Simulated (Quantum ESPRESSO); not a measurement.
SiPO3F3, input and log of a self-consistent run

Simulated, not a measurement. The program is pw.x of Quantum ESPRESSO 7.5 (plane-wave density functional theory). The cell is made up: 8 atoms on a quartz lattice with one site empty, with randomly drawn elements, strain and displacements, not relaxed. PseudoDojo standard norm-conserving files (v0.5 for PBE, v0.4.1 for LDA and PBEsol) set the functional; there is no spin polarisation, spin-orbit coupling or dispersion term, and the masses in the input are unused placeholders.

Input:

```
&control calculation='scf', pseudo_dir='./dojo.nc.sr.pbe.v0_5.standard.upf', outdir='./o', disk_io='low', tprnfor=.true., tstress=.true. /
&system ibrav=0, nat=8, ntyp=4, nbnd=30, ecutwfc=84.00895049, nosym=.true., tot_charge=0,
 occupations='smearing', smearing='fd', degauss=0.0018374661
/
&electrons conv_thr=7.350e-09, electron_maxstep=60, /
ATOMIC_SPECIES
F 1.0 F.upf
O 1.0 O.upf
P 1.0 P.upf
Si 1.0 Si.upf
CELL_PARAMETERS angstrom
5.1371 0.0319 0.0547
-2.541 4.4183 0.0167
0.0604 0.0561 5.7728
ATOMIC_POSITIONS angstrom
Si 2.425 0.0434 3.874
P 1.2437 2.2857 -0.109
O 1.5097 1.274 4.4872
F 3.5461 0.824 2.6822
F 2.9265 2.6156 0.6691
F 0.4556 1.8028 1.1824
O -1.0743 3.1722 3.2931
O 1.0243 3.777 5.164
K_POINTS automatic
5 5 4 1 1 1
```

The log is shortened where brackets say so; the opening notice, blank lines, dates and the lines on written files are dropped, and the path of the files is cut. It prints rydbergs, bohrs and kilobars, and counts compression as positive stress. With no partly filled state, the Fermi energy that it prints is only some level between the filled and the empty states on the mesh, and need not lie in the true gap.

```
     Program PWSCF v.7.5
     Parallel version (MPI & OpenMP), running on       4 processor cores
     Number of MPI processes:                 4
     Threads/MPI process:                     1
     [start-up lines left out]
     bravais-lattice index     =            0
     lattice parameter (alat)  =       9.7084  a.u.
     unit-cell volume          =     887.1862 (a.u.)^3
     number of atoms/cell      =            8
     number of atomic types    =            4
     number of electrons       =        48.00
     number of Kohn-Sham states=           30
     kinetic-energy cutoff     =      84.0090  Ry
     charge density cutoff     =     336.0358  Ry
     scf convergence threshold =      7.3E-09
     mixing beta               =       0.7000
     number of iterations used =            8  plain     mixing
     Exchange-correlation= PBE
                           (   1   4   3   4   0   0   0)
     [axes and pseudopotential details left out]
   Cartesian axes
     site n.     atom                  positions (alat units)
         1        Si     tau(   1) = (   0.4720204   0.0084477   0.7540647  )
         2        P      tau(   2) = (   0.2420832   0.4449060  -0.0212166  )
         3        O      tau(   3) = (   0.2938594   0.2479810   0.8734226  )
         4        F      tau(   4) = (   0.6902398   0.1603896   0.5220837  )
         5        F      tau(   5) = (   0.5696361   0.5091202   0.1302387  )
         6        F      tau(   6) = (   0.0886814   0.3509106   0.2301513  )
         7        O      tau(   7) = (  -0.2091099   0.6174610   0.6409939  )
         8        O      tau(   8) = (   0.1993775   0.7351839   1.0051601  )
     number of k points=    50  Fermi-Dirac smearing, width (Ry)=  0.0018
                       cart. coord. in units 2pi/alat
        k(    1) = (   0.0977831   0.1721031   0.1085479), wk =   0.0400000
        k(    2) = (   0.0954272   0.1699071   0.3310808), wk =   0.0400000
     [further k points left out]
     Dense  grid:    92275 G-vectors     FFT dimensions: (  60,  60,  64)
     Estimated max dynamical RAM per process >     183.86 MB
     Estimated total dynamical RAM >     667.86 MB
     Initial potential from superposition of free atoms
     starting charge      47.9992, renormalised to      48.0000
     Starting wfcs are   32 randomized atomic wfcs
     total cpu time spent up to now is        3.5 secs
     per-process dynamical memory:   138.9 Mb
     Self-consistent Calculation
     iteration #  1     ecut=    84.01 Ry     beta= 0.70
     Davidson diagonalization with overlap
     ethr =  1.00E-02,  avg # of iterations =  3.0
     total cpu time spent up to now is        9.6 secs
     total energy              =    -268.67201204 Ry
     estimated scf accuracy    <       2.01871568 Ry
     iteration #  2     ecut=    84.01 Ry     beta= 0.70
     Davidson diagonalization with overlap
     ethr =  4.21E-03,  avg # of iterations =  3.1
     total cpu time spent up to now is       15.7 secs
     total energy              =    -267.08167343 Ry
     estimated scf accuracy    <      13.00822983 Ry
     iteration #  3     ecut=    84.01 Ry     beta= 0.70
     Davidson diagonalization with overlap
     ethr =  4.21E-03,  avg # of iterations =  3.0
     total cpu time spent up to now is       21.4 secs
     total energy              =    -269.60386434 Ry
     estimated scf accuracy    <       1.23586741 Ry
     iteration #  4     ecut=    84.01 Ry     beta= 0.70
     Davidson diagonalization with overlap
     ethr =  2.57E-03,  avg # of iterations =  1.1
     total cpu time spent up to now is       25.7 secs
     total energy              =    -269.66762033 Ry
     estimated scf accuracy    <       0.28801859 Ry
     iteration #  5     ecut=    84.01 Ry     beta= 0.70
     Davidson diagonalization with overlap
     ethr =  6.00E-04,  avg # of iterations =  1.0
     total cpu time spent up to now is       29.8 secs
     total energy              =    -269.63881011 Ry
     estimated scf accuracy    <       0.16982213 Ry
     [iterations 6 to 10 left out]
     iteration # 11     ecut=    84.01 Ry     beta= 0.70
     Davidson diagonalization with overlap
     ethr =  1.96E-07,  avg # of iterations =  2.2
     total cpu time spent up to now is       61.2 secs
     total energy              =    -269.62659072 Ry
     estimated scf accuracy    <       0.00002439 Ry
     iteration # 12     ecut=    84.01 Ry     beta= 0.70
     Davidson diagonalization with overlap
     ethr =  5.08E-08,  avg # of iterations =  2.0
     total cpu time spent up to now is       65.8 secs
     total energy              =    -269.62659394 Ry
     estimated scf accuracy    <       0.00000062 Ry
     iteration # 13     ecut=    84.01 Ry     beta= 0.70
     Davidson diagonalization with overlap
     ethr =  1.29E-09,  avg # of iterations =  4.0
     total cpu time spent up to now is       71.4 secs
     total energy              =    -269.62659414 Ry
     estimated scf accuracy    <       0.00000059 Ry
     iteration # 14     ecut=    84.01 Ry     beta= 0.70
     Davidson diagonalization with overlap
     ethr =  1.24E-09,  avg # of iterations =  2.0
     total cpu time spent up to now is       75.8 secs
     total energy              =    -269.62659419 Ry
     estimated scf accuracy    <       0.00000003 Ry
     iteration # 15     ecut=    84.01 Ry     beta= 0.70
     Davidson diagonalization with overlap
     ethr =  6.10E-11,  avg # of iterations =  3.2
     total cpu time spent up to now is       80.6 secs
     End of self-consistent calculation
          k = 0.0978 0.1721 0.1085 ( 11506 PWs)   bands (ev):
   -25.4315 -21.9621 -21.0691 -20.7573 -19.9099 -14.1030 -11.2339  -8.4880
    -7.9115  -6.5933  -5.4173  -4.9194  -4.8533  -4.1614  -3.8507  -3.5434
    -3.0476  -2.4617  -2.4303  -1.9623  -1.6008  -0.3521   1.3050   1.4219
     2.7033   4.7201   6.1509   7.1807   7.4729   8.4407
     [levels at the other k points left out]
     the Fermi energy is     2.0709 ev
!    total energy              =    -269.62659420 Ry
     estimated scf accuracy    <          1.2E-09 Ry
     smearing contrib. (-TS)   =      -0.00000000 Ry
     internal energy E=F+TS    =    -269.62659420 Ry
     The total energy is F=E-TS. E is the sum of the following terms:
     one-electron contribution =    -158.60599140 Ry
     hartree contribution      =     101.27844588 Ry
     xc contribution           =     -65.08329988 Ry
     ewald contribution        =    -147.21574880 Ry
     convergence has been achieved in  15 iterations
     Forces acting on atoms (cartesian axes, Ry/au):
     atom    1 type  4   force =     0.00477752   -0.16808791   -0.19610510
     atom    2 type  3   force =     0.17503192    0.04385897    0.04050283
     atom    3 type  2   force =    -0.03573658    0.09197551    0.11934708
     atom    4 type  1   force =    -0.09837876   -0.08287910    0.11823200
     atom    5 type  1   force =    -0.16804816   -0.04475759   -0.07702538
     atom    6 type  1   force =     0.03977259    0.02085014   -0.09496182
     atom    7 type  2   force =     0.11898177    0.16538321    0.08588725
     atom    8 type  2   force =    -0.03640030   -0.02634321    0.00412313
     Total force =     0.503559     Total SCF correction =     0.000038
     Computing stress (Cartesian axis) and pressure
          total   stress  (Ry/bohr**3)                   (kbar)     P=     -146.33
  -0.00115881  -0.00055900  -0.00003192         -170.47      -82.23       -4.70
  -0.00055900  -0.00077360   0.00006540          -82.23     -113.80        9.62
  -0.00003192   0.00006540  -0.00105179           -4.70        9.62     -154.72
     init_run     :      3.18s CPU      3.33s WALL (       1 calls)
     electrons    :     76.50s CPU     77.17s WALL (       1 calls)
     forces       :      0.90s CPU      0.90s WALL (       1 calls)
     stress       :      3.12s CPU      3.13s WALL (       1 calls)
     [timing details left out]
     PWSCF        :   1m23.89s CPU   1m24.74s WALL
     JOB DONE.
```

In other units: free energy -3668.457 eV for the cell, pressure -14.63 GPa, largest force component 5.042 eV/Å. A rerun of this cell at a cutoff of 1437 eV and k mesh 7 x 7 x 6 moved values by no more than 0.003 eV in energy, 0.02 GPa in stress and 0.003 eV/Å in force.